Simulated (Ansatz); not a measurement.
Cu₂Se:
```
Cu2Se
1.0
    0.00000     2.84585     2.84585
    2.84585     0.00000     2.84585
    2.84585     2.84585     0.00000
Cu Se
2 1
Direct
  0.75000   0.75000   0.75000
  0.50000   0.50000   0.50000
  0.00000   0.00000   0.00000
```

Relaxed with PBEsol.

Problem. Map the electron localisation function on the plane through (0.750, 0.750, 0.750) spanned by u = [1, 0, 0] and v = [-1, 1, 1] in lattice vectors, from PBEsol in the plane-wave PAW code Ansatz.

Solution. x is the fraction of u, y of v (the angle between them is 90°; rows are the nearest grid lines); atoms in the plane: Cu at (0.00, 0.00), Cu at (0.50, 0.75), Se at (0.50, 0.25).
```
|995211223333322112599|
|974211221111122112479|
|542212211111112212245|
|111121112222211121111|
|111221122454221122111|
|111211124797421112111|
|111111125999521111111|
|000111112454211111000|
|000011111222111110000|
|000001111111111100000|
|000001111111111100000|
|000000111111111000000|
|000011345555543110000|
|000013567777765310000|
|000135677888776531000|
|001246777777777642100|
|001356776545677653100|
|112367874101478763211|
|112357875212578753211|
|111247887545788742111|
|111125788777887521111|
|542112467777764211245|
|974211245555542112479|
|995211223333322112599|
```
Scale: ten equal steps from 0.016 (start of '0') to 0.931 (end of '9'), in the order '0123456789'; x runs from 0.000 to 1.00, y from 0.000 (bottom) to 1.00 (top).

The density is the valence pseudo-density with augmentation charge, so density and ELF within about 1 Å of a nucleus are not all-electron values.

Space group F-43m. The workflow started from an entry of the Crystallography Open Database (COD). Whether it is the stable phase at ambient conditions was not checked. The PBEsol relaxation kept the symmetry of its start. At this level the phase is mechanically unstable. No spin polarisation was allowed.

Potentials: the later of the program's two PAW sets.
